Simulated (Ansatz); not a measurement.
Input:

GaN:
```cif
data_Ga2N2
_chemical_formula_sum 'Ga2 N2'
_space_group_name_H-M_alt 'I4mm'
_space_group_IT_number 107
_space_group_name_Hall 'I 4 -2'
_cell_length_a 2.85284
_cell_length_b 2.85284
_cell_length_c 4.93820
_cell_angle_alpha 90.000
_cell_angle_beta 90.000
_cell_angle_gamma 90.000
loop_
_atom_site_label
_atom_site_type_symbol
_atom_site_symmetry_multiplicity
_atom_site_Wyckoff_symbol
_atom_site_fract_x
_atom_site_fract_y
_atom_site_fract_z
_atom_site_occupancy
Ga1 Ga 2 a 0.00000 0.00000 0.75625 1
N1 N 2 a 0.00000 0.00000 0.35875 1
```
(The calculation used a cell of 2 atoms; values per cell refer to that cell.)

This is the r²SCAN-relaxed structure.

Question: All from r²SCAN in the plane-wave PAW code Ansatz, unless another level is named. Predict the Born charges (a third of the trace).

Answer: Ga +3.26, N -3.26 e.

Question: What about the largest static χ(2) component?

Answer: 9.0 pm/V.

Question: Give the electronic dielectric constant ε∞ (DFPT).

Answer: 7.14 (xx = yy), 6.48 (zz).

Question: What about the static dielectric constant ε0 (ions relaxed, cell fixed)?

Answer: 32.8 (xx = yy), 13.7 (zz).

Question: Give the Bader charges.

Answer: Ga +1.71, N -1.71 e.

The workflow started from a Materials Project entry (that database holds measured and hypothetical structures alike); the Crystallography Open Database copy checked does not list it. It is not the phase usual at ambient conditions (space group No. 186, 216). The cell was relaxed with r²SCAN under the symmetry of its start; whether a distortion lowers the energy is not shown. Spin–orbit coupling is left out wherever it is not named.

Potentials: the later of the program's two PAW sets.
